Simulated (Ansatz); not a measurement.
# Ansatz run, Cu₂I

Input file of Ansatz 0.2.0:

```yaml
crystal:
  lattice:
    - [4.429528, 0.0, 0.0]
    - [0.0, 7.234896, 0.0]
    - [-1.476182, 0.0, 8.353299]
  atoms:
    - { symbol: Cu, position: [0.5, 0.0, 0.5] }
    - { symbol: Cu, position: [0.5, 0.5, 0.5] }
    - { symbol: I, position: [0.25, 0.25, 0.25] }
    - { symbol: I, position: [0.75, 0.75, 0.75] }
    - { symbol: Cu, position: [0.875, 0.375, 0.875] }
    - { symbol: Cu, position: [0.125, 0.875, 0.125] }
  symmetry: { tolerance: 0.0003 }
kpoints:
  mp_grid: { grid: [8, 5, 4], shift: [0, 0, 0] }
  band_path:
    path:
      - [0.0, 0.0, 0.0]
      - [0.0, 0.5, 0.0]
      - [0.0, 0.5, 0.5]
      - [0.0, 0.0, 0.5]
      - [0.0, 0.0, 0.0]
      - [-0.5, 0.0, 0.5]
      - [-0.5, 0.5, 0.5]
      - [0.0, 0.5, 0.0]
      - [-0.5, 0.5, 0.0]
      - [-0.5, 0.0, 0.0]
      - [0.0, 0.0, 0.0]
    npoints: 6
magnetization:
  spin_polarized: false
scf:
  occupations: { method: fermi_dirac }
  lower_state_search: "off"
  max_iter: 200
hamiltonian:
  pseudopotentials: { kind: paw }
  xc: pbe
basis:
  ecutwfc: 420
  fft_grid_basis: typed
output:
  forces: true
  stress: true
  eigenvalues: true
  bader: true
  populations: true
  elf: true
  write_potential: true
  volumetric_format: npy
  dos:
    e_range: [-12, 8]
    de: 0.05
    projected: { site_lists: { Cu: [Cu], I: [I] } }
checkpoint:
  read: saved_state
```

The run starts from an earlier solution of this cell. 

Output (shortened):

```
Pseudopotentials: kind: paw
Pseudopotential: Cu, paw, valence charge 19, recommended cutoff 420 eV (normal), Cu.paw.azcp
Pseudopotential: I, paw, valence charge 17, recommended cutoff 420 eV (normal), I.paw.azcp
Functional definition: PBE
  exchange = pbe_x(kappa = kappa, mu = beta*pi^2/3)
  correlation = pbe_c(beta = beta)
Crystal: 6 atoms, lattice volume = 267.700 Å³
Basis set: ecut = 420 eV, 5215 PW (Γ), exchange–correlation on 60×100×120 points (8 copies of the dense FFT grid, shifted against one another)
Bands: 66, of which v1, the nominal top of the filled ones, is band 55 counted from 1 (54 counted from 0)
Symmetry: 2 space group operations
Space group: P21 (ITA 4), of the structure as read, at distance tolerance 1.9e-3 Å
k-points: 54 of 160 (time reversal used)
Initial density: read from a saved state, or passed on in memory by an earlier SCF of this step, an earlier step, the calling program or the single point that the run made first
Functional: x = pbe(κ = 0.804, μ = 0.2195), c = pbe(β = 0.0667)
Free energy (F): -41519.6610 eV
Harris-Foulkes:  -41519.6610 eV  (|F-HF|=1.07e-7)
Internal energy: -41519.5465 eV  (E = F + TS)
E sigma→0 (E₀):  -41519.6037 eV
Entropy (-TS):   -0.1145 eV (-19.088 meV/atom)
Fermi energy:    2.9231 eV
--- Per-component energies (eV) ---
  E_band       = -3288.3886
  E_kinetic    = 1569.4023
  E_local      = -30354.5028  (includes V_loc(G=0)·N_el)
  E_nonlocal   = 1451.1776
  E_hartree    = 13749.5613
  E_xc         = -592.2484
  E_vxc        = -688.9534  (∫ρ·V_xc dr)
  E_paw        = -16350.6377  (= ΣΔE_a)
  E_vpaw       = -2764.6163  (= ΣTr[D̂ρ^β])
  E_aug_tail   = 0.0012  (compensation charges beyond the density's cutoff)
  E_ewald      = -10992.2999
  E_smearing   = -0.1145  (= −TS)
--- Forces (eV/Å), atoms counted from 1 ---
  atom   1  Cu    -0.0425    -0.0547    -0.1401
  atom   2  Cu     0.0425    -0.0547     0.1401
  atom   3  I      0.2707    -0.3167     0.8074
  atom   4  I     -0.2707    -0.3167    -0.8074
  atom   5  Cu    -0.0351     0.3714    -0.1260
  atom   6  Cu     0.0351     0.3714     0.1260
--- Stress (GPa, compression-positive) ---
       -1.2223       0.0000      -1.9421
        0.0000      -5.3770       0.0000
       -1.9421       0.0000      -5.9451
  P = ⅓ Tr σ = -4.1815 GPa (-41.815 kbar)
--- Löwdin populations: 6 sites ---
  site symbol       q [e]
     0     Cu     18.7136
     1     Cu     18.7136
     2      I     17.2725
     3      I     17.2725
     4     Cu     18.8921
     5     Cu     18.8921
  spilling = 0.0022 (of n_electrons = 110.0000)
```

Total energies depend on the potentials used, so only differences within one code and one set of settings carry meaning.

Origin: a known structure type with other elements, at an estimated volume, so it need not be a known compound.
